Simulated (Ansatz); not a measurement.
# Cd5B3O9F: what a change does to the field gradients

Base: a refined structure from the COD whose atoms were relaxed with PBE, the cell held.

```
Cd B O F
1.0
     4.02850   -7.98300    0.00000
     4.02850    7.98300    0.00000
    -0.60212    0.00000    3.39400
Cd B O F
5 3 9 1
Direct
  0.24631 0.24631 0.78989
  0.97242 0.73501 0.07456
  0.73501 0.97242 0.07456
  0.65184 0.29856 0.41736
  0.29856 0.65184 0.41736
  0.95952 0.35329 0.83393
  0.35329 0.95952 0.83393
  0.59705 0.59705 0.46606
  0.89576 0.44066 0.03043
  0.44066 0.89576 0.03043
  0.75867 0.60796 0.51223
  0.60796 0.75867 0.51223
  0.15093 0.43985 0.85030
  0.43985 0.15093 0.85030
  0.42451 0.42451 0.37144
  0.82575 0.17392 0.62720
  0.17392 0.82575 0.62720
  0.04039 0.04039 0.18471
```

Sites (sets of like atoms) are named by element and the number of their first atom in this list.

The numbers come from a DFT calculation in Ansatz (PBE, plane waves and PAW, scalar-relativistic, 420 eV cutoff, Γ-centred 3×3×6 k-points, Fermi–Dirac smearing 0.02 eV).

Gradients in 10²¹ V/m², for some of the sites:

```
site  atoms  V_zz base  η base  V_zz variant  η variant
 Cd1      1       4.74    0.31          4.38       0.22
 Cd2      2       5.30    0.91          3.84       0.98
 Cd3      3       5.30    0.91         -8.83       0.62
 Cd4      4       4.51    0.06          4.40       0.37
 Cd5      5       4.51    0.06          5.21       0.91
  B6      6       2.63    0.07          2.65       0.14
  B7      7       2.63    0.07          2.63       0.03
  O9      9      -4.92    0.93         -5.26       0.72
 O10     10      -4.92    0.93          4.86       0.91
 O13     13      -3.67    0.96          3.90       0.82
 O14     14      -3.67    0.96         -3.23       0.95
 O15     15      -8.41    0.46         -8.46       0.40
 O17     17      -7.25    0.37         -7.17       0.38
   F     18       2.05    0.72          1.88       0.80
```

(1) Which change was made?
A. equal xy, yz and zx engineering shear strains of -3 %, ions at fixed fractional positions
B. volume scaled by 1.03, ions at fixed fractional positions
C. x stretched by 3 %, ions at fixed fractional positions
D. volume scaled by 0.95, ions at fixed fractional positions

## Answers

(1) A. It leaves 18 symmetry-distinct sites where the base has 11, which no other option does. The largest change of V_zz along a kept axis is on Cd2, from 5.30 to 3.84. The whole tensor moves most on Cd3, by 4.41 along its most changed direction. In per cent, |V_zz| changes by -27 to +15 on Cd, 0 to +1 on B, -12 to +7 on O, -8 on F (all sites that start above 0.5, bar those whose gradient vanishes or changes sign or whose main axis turns by over 40°). Where |V_zz| stays above 0.1 and the axes keep their order, η moves most on Cd5, from 0.06 to 0.91. On Cd3, O10, O13 the largest principal value lies along another axis in the second run, so the two V_zz can't be compared directly. The table leaves out 4 of the 18 sites, with |V_zz| up to 7.26; their tensors move by 0.93 at most along any direction. The statements above cover all sites.

Without spin–orbit coupling (the program notes it for Cd) the gradients are little affected as a rule: paired runs on crystals with a gap mostly move them by under 2 % at such atoms.
For the variant: The atoms aren't relaxed in the changed cell (largest force 1.2 eV/Å).
